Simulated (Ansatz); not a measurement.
CuPd:
```
CELL_PARAMETERS angstrom
      1.44617    -2.20544     0.00000
      1.44617     2.20544     0.00000
      0.00000     0.00000     4.22643
ATOMIC_POSITIONS crystal
  Cu 0.00000 0.00000 0.00000
  Pd 0.50000 0.50000 0.50000
```

This is the r²SCAN-relaxed structure.

**Question.** All from r²SCAN (plane waves, PAW; program Ansatz), unless another level is named. Give the bulk modulus (Birch–Murnaghan fit).

**Answer.** 168 GPa.

**Question.** Predict the highest zone-centre frequency.

**Answer.** 240 cm⁻¹.

Space group Cmmm. The workflow started from a Materials Project entry (that database holds measured and hypothetical structures alike); the Crystallography Open Database copy checked does not list it. COD files the formula under space group No. 221. With Cu and Pd taken as one species the cell has the higher symmetry Im-3m, so it may be an ordered model of a mixed-site phase. Its standing as an ambient phase is unchecked. The r²SCAN relaxation kept the symmetry of its start. At this level the phase is dynamically unstable (imaginary phonons). The run is not spin-polarised. As this level gives no gap, phonon frequencies hold no LO–TO term and depend on the k-mesh and smearing (Fermi–Dirac, 0.1 eV here).

Potentials: the later of the program's two PAW sets.
